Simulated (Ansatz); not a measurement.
Relaxed-ion elastic tensor of Sb (A7 (α-As type), R-3m) in GPa (Voigt order), the program Ansatz at the PBEsol level (PAW); density 6.78 g/cm³, 29.83 Å³ per atom.

```
 92.5   28.0   27.5  -21.5    0.0    0.0
 28.0   92.5   27.5   21.5    0.0    0.0
 27.5   27.5   48.7    0.0    0.0    0.0
-21.5   21.5    0.0   37.4    0.0    0.0
  0.0    0.0    0.0    0.0   37.4  -21.5
  0.0    0.0    0.0    0.0  -21.5   32.2
```

Problem. Is the crystal mechanically stable?

Solution. Yes: the smallest eigenvalue of C is 13.2 GPa.

Problem. Work out the Voigt, Reuss and Hill averages.

Solution. K_V = 44.4, K_R = 40.4, K_H = 42.4; G_V = 31.5, G_R = 20.1, G_H = 25.8 GPa.

Problem. Give Young's modulus, Poisson's ratio, Pugh's ratio and the universal anisotropy index.

Solution. E = 9KG/(3K + G) = 64.3 GPa; ν = 0.25; K/G = 1.64 (brittle by the Pugh limit of 1.75); A_U = 5G_V/G_R + K_V/K_R − 6 = 2.92.

Problem. Estimate the sound speeds and the Debye temperature.

Solution. v_l = √((K + 4G/3)/ρ) = 3370 m/s, v_t = √(G/ρ) = 1950 m/s, mean 2160 m/s; Θ = (h/k)(3n/4πV)^(1/3) v_m = 208 K.

Problem. Solve the Christoffel equation for the three sound speeds along x, y, z.

Solution. Eigenvalues of C_ijkl n_j n_l equal ρv². In km/s, slowest first: x 1.39, 2.89, 3.69; y 2.10, 2.18, 3.84; z 2.35, 2.35, 2.68.

Problem. How much does each axis shrink under pressure?

Solution. Linear compressibilities β_i = Σ_j S_ij (j = 1 to 3): x 4.9, y 4.9, z 15 per TPa.

Symmetry was held in the PBEsol relaxation. As this level gives no gap, shear constants depend on the k-mesh and smearing (Fermi–Dirac, 0.1 eV here). Spin–orbit coupling is left out wherever it is not named.

Potentials: the earlier of the program's two PAW sets. The files were generated under PBE; for other functionals the program regenerates the frozen cores, and for LDA and PBEsol the local potential too.
